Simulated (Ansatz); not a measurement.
RbVN₂ in space group I-42d (No. 122; Rb on 4b, V on 4a, N on 8d), DFT-LDA in the program Ansatz with PAW potentials, all energies at zero smearing, with the estimated change up to a 700 eV cutoff added, with one set of potentials and settings (totals compare only within such a set). Cell of 8 atoms (2 Rb, 2 V, 4 N): -13564.713 eV.

```tsv
element	reference phase	E (eV/atom)
Rb	Im-3m, 1 atoms in the cell	-3170.7586
V	Im-3m, 1 atoms in the cell	-2860.4601
N	P4_2/mnm, 4 atoms in the cell	-373.6497
```

Formation energy per atom, worked out: (-13564.713 − 2×(-3170.7586) − 2×(-2860.4601) − 4×(-373.6497))/8 = -0.960 eV/atom (-93 kJ per mol of atoms), at 0 K, without zero-point energy or fitted corrections.

The workflow started from a Materials Project entry (that database holds measured and hypothetical structures alike); the Crystallography Open Database copy checked does not list it. Its standing as an ambient phase is unchecked. The LDA relaxation kept the symmetry of its start; phonons on a q-mesh show weakly imaginary modes. No spin polarisation was allowed. The references are the lowest solids computed at this level, not always the standard phases (solids in place of the gases).

Potentials: the later of the program's two PAW sets.
